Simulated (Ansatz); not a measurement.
## MoS$_{2}$: computed property card

MoS₂:
```yaml
crystal:
  lattice:
    - [1.58812, 0.91690, 6.22378]
    - [-1.58812, 0.91690, 6.22378]
    - [0.00000, -1.83380, 6.22378]
  atoms:
    - { symbol: Mo, position: [0.99977, 0.99977, 0.99977] }
    - { symbol: S, position: [0.41626, 0.41626, 0.41626] }
    - { symbol: S, position: [0.24999, 0.24999, 0.24999] }
```

Space group R3m (No. 160); conventional cell a = 3.176 Å, b = 3.176 Å, c = 18.671 Å, α = 90.00°, β = 90.00°, γ = 120.00°.

Method: plane-wave PAW r²SCAN+D4 (Ansatz code). Geometry: relaxed at this level of theory. Other levels are named where they apply.

**Cell and energy**

```
Item                                                           Value
-----------------------------------------------------  -------------
Volume per atom                                             18.13 Å³
Density                                                   4.89 g/cm³
Formation energy from the elements (no fitted shifts)  -1.00 eV/atom
```

**Electronic structure**

```
Quantity                                                                                                                       Result
----------------------------------------  -------------------------------------------------------------------------------------------
Band gap                                                                                                           1.03 eV (indirect)
Valence-band maximum                                                                                                             at T
Conduction-band minimum                   off the standard path, at k = (0.130, 0.464, -0.201) in fractions of the reciprocal vectors
Smallest direct gap on the standard path                                                                                      1.79 eV
Hole effective mass                                                                            0.71, 0.71, 0.84 mₑ (principal values)
HSE06 gap on the r²SCAN+D4 cell                                                                                               1.42 eV
Gap with spin–orbit coupling                                                                                                  1.02 eV
```

**Mechanics**

```
Item                                                                                                                       Result
-----------------------------------------------------------  --------------------------------------------------------------------
Bulk modulus (Birch–Murnaghan fit)                                                                                       34.9 GPa
Pressure derivative B′                                                                                                       13.3
Elastic constants (relaxed ions, GPa)                        C11 = 231, C12 = 61.2, C13 = 11.4, C14 = 3.3, C33 = 40.2, C44 = 14.1
Mechanical stability                                                                       stable (all eigenvalues of C positive)
Hill bulk and shear moduli                                                                                      54.8 and 37.4 GPa
Young's modulus                                                                                                          91.4 GPa
Poisson's ratio                                                                                                              0.22
Debye temperature from the elastic constants                                                                                347 K
Piezoelectric stress constants (proper, relaxed ions, C/m²)           e15 = e24 = 0.02, e16 = e21 = 0.53, e22 = -0.53, e33 = 0.08
```

**Dielectric response**

```
Item                                                                            Result
--------------------------------------------------------  ----------------------------
Electronic dielectric constant ε∞ (DFPT)                     14.7 (xx = yy), 5.77 (zz)
Static dielectric constant ε0 (ions relaxed, cell fixed)     14.9 (xx = yy), 5.80 (zz)
Born charges (a third of the trace)                       Mo -0.74, S +0.35 to +0.39 e
```

**Phonons**

```
Item                                                                 Value
--------------------------------------------------  ----------------------
Highest zone-centre frequency (without LO–TO term)               470 cm^-1
Zone-centre stability                               no imaginary mode at Γ
```

**Charges**

```
Item                         Value
-------------  -------------------
Bader charges  Mo +1.31, S -0.66 e
```

Symmetry was held in the r²SCAN+D4 relaxation. The run is not spin-polarised. Signs of piezoelectric constants follow the polarity of the cell as given. The references are the lowest solids computed at this level, not always the standard phases. Spin–orbit coupling is left out wherever it is not named.

Potentials: the earlier of the program's two PAW sets.
